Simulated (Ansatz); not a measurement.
**What DFT gives for ZnO**

```xyz
4
Lattice="3.2464 0.0000 0.0000 -1.6232 2.8115 0.0000 0.0000 0.0000 5.1991" Properties=species:S:1:pos:R:3 pbc="T T T"
Zn    0.0000    1.8743    0.0000
Zn    1.6232    0.9372    2.5995
O     0.0000    1.8743    1.9866
O     1.6232    0.9372    4.5861
```

Single point in Ansatz 0.2.0 with PBE, no spin polarisation. Cutoff 420 eV, PAW datasets, 9×9×5 Γ-centred k mesh, fermi-dirac filling (width 0.1 eV).

Q: Is there a gap, and of what kind?

A: The gap is 0.81 eV, direct at the points sampled.

Q: What do density and ELF say about some of the short contacts?

A: Zn–O at 1.97 Å: least valence density 0.59 e/Å³ and ELF 0.20 there. Both are smooth PAW fields, read partly inside the augmentation spheres.

Q: Which element gives electrons and which takes them?

A: Bader charges in e: Zn +1.22, O -1.22. In the mean Zn gives up most and O takes most.

Q: What does the stress say?

A: The pressure is 5.4 GPa (compression positive), so with the atoms held at these fractions the cell would first expand.

Origin: a database entry at a rescaled volume.
